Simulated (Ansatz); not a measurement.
HfO2:
```
CELL_PARAMETERS angstrom
      5.11395     0.00000     0.00000
      0.00000     5.18178     0.00000
     -0.87096     0.00000     5.22308
ATOMIC_POSITIONS crystal
  Hf 0.27620 0.04183 0.20822
  Hf 0.72380 0.54183 0.29178
  Hf 0.72380 0.95817 0.79178
  Hf 0.27620 0.45817 0.70822
  O  0.07009 0.33381 0.34396
  O  0.92991 0.83381 0.15604
  O  0.92991 0.66619 0.65604
  O  0.07009 0.16619 0.84396
  O  0.44796 0.75768 0.47851
  O  0.55204 0.25768 0.02149
  O  0.55204 0.24232 0.52149
  O  0.44796 0.74232 0.97851
```

Tensor components refer to the Cartesian frame of this cell.

Q: Give the high-frequency dielectric tensor and the Born effective charge tensors of the independent atoms from DFPT, r²SCAN (plane waves, PAW; program Ansatz).

A: 
ε∞:
```
4.62  0.00  0.13
0.00  4.63  0.00
0.13  0.00  4.37
```
Z* of atom 1 (Hf), rows: field, columns: displacement, in e:
```
 5.31  -0.35   0.22
-0.14   5.31   0.16
 0.23   0.33   4.80
```
Z* of atom 5 (O), rows: field, columns: displacement, in e:
```
-2.93   1.05  -0.22
 1.26  -2.59  -0.65
-0.18  -0.66  -2.25
```
Z* of atom 9 (O), rows: field, columns: displacement, in e:
```
-2.38   0.14   0.00
 0.19  -2.72   0.35
-0.05   0.41  -2.55
```

Static charges for comparison (Bader): Hf1 +2.73, O5 -1.34, O9 -1.39 e. Born charges measure polarisation by displacement and can exceed these by far.

Space group P2_1/c. Symmetry was held in the r²SCAN relaxation. No spin polarisation was allowed. Scalar-relativistic: spin–orbit coupling is off unless named, which matters more the heavier the elements.

Potentials: the later of the program's two PAW sets.
